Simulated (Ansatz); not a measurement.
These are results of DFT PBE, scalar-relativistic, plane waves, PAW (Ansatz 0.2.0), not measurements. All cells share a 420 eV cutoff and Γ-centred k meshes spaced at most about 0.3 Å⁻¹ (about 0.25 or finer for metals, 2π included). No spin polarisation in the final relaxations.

All energies are static (0 K, no zero-point motion).

Two relaxed structures of Ga₂SeS₃:

A.

Space group P6/mmm (No. 191). a = 5.006 Å, b = 5.006 Å, c = 9.369 Å, α = 90.00°, β = 90.00°, γ = 120.00°
| atom | site | symmetry | x | y | z |
| --- | --- | --- | --- | --- | --- |
| Ga | 2c | -6m2 | 0.3333 | 0.6667 | 0.0000 |
| Se | 1b | 6/mmm | 0.0000 | 0.0000 | 0.5000 |
| S | 2e | 6mm | 0.0000 | 0.0000 | 0.2569 |
| S | 1a | 6/mmm | 0.0000 | 0.0000 | 0.0000 |

B.

Space group P4/mmm (No. 123). a = 4.726 Å, b = 4.726 Å, c = 7.610 Å, α = 90.00°, β = 90.00°, γ = 90.00°
```json
{"atom": "Ga", "site": "2h", "symmetry": "4mm", "x": "0.5000", "y": "0.5000", "z": "0.6904"}
{"atom": "Se", "site": "1c", "symmetry": "4/mmm", "x": "0.5000", "y": "0.5000", "z": "0.0000"}
{"atom": "S", "site": "2e", "symmetry": "mmm.", "x": "0.5000", "y": "0.0000", "z": "0.5000"}
{"atom": "S", "site": "1b", "symmetry": "4/mmm", "x": "0.0000", "y": "0.0000", "z": "0.5000"}
```

Question: Which would you expect to be lower, and how large is the difference?

Answer: B is lower, by 0.39 eV/atom. A has space group P6/mmm (No. 191), 33.9 Å³/atom and no gap on its mesh; B has space group P4/mmm (No. 123), 28.3 Å³/atom and no gap. Counting S or Se atoms around Ga (for each partner element, those within 1.25 times its shortest distance or 1.15 times the sum of covalent radii, where it is the nearest in units of that sum or under 1.3; a plus sign parts groups by distance over the sum of covalent radii; the shortest distance is added where it exceeds 1.18 times the sum of covalent radii), A has Ga 3 from 2.9 Å and B has Ga 1+4. A holds S–S units of three or more atoms (shortest 2.41 Å); B holds S–S nets (shortest 2.36 Å). The denser one is the lower, and pressure would at first widen the difference. Even the lower one lies +0.09 eV/atom against the reference forms of the elements (uncorrected), so neither is stable at this level. In A, Ga has 3 S at 2.89 Å, 3 Ga at 2.89 Å and 6 S at 3.76 Å; Se has 2 S at 2.28 Å; around S on a site of symmetry 6mm lie 1 Se at 2.28 Å, 1 S at 2.41 Å and 6 Ga at 3.76 Å; 1 more site not described. In B, around Ga lie 1 Se at 2.36 Å, 4 S at 2.77 Å and 1 Ga at 2.90 Å; Se has 2 Ga at 2.36 Å; S on a site of symmetry mmm has 2 S at 2.36 Å and 4 Ga at 2.77 Å; 1 more site not described. Both come from invented guesses. A third cell relaxed alike, in R-3m, lies 50 meV/atom below the lower of the two.

A magnetic state wasn't ruled out in cells without spin, among them P6/mmm. Cells relaxed within their symmetry can be saddle points.
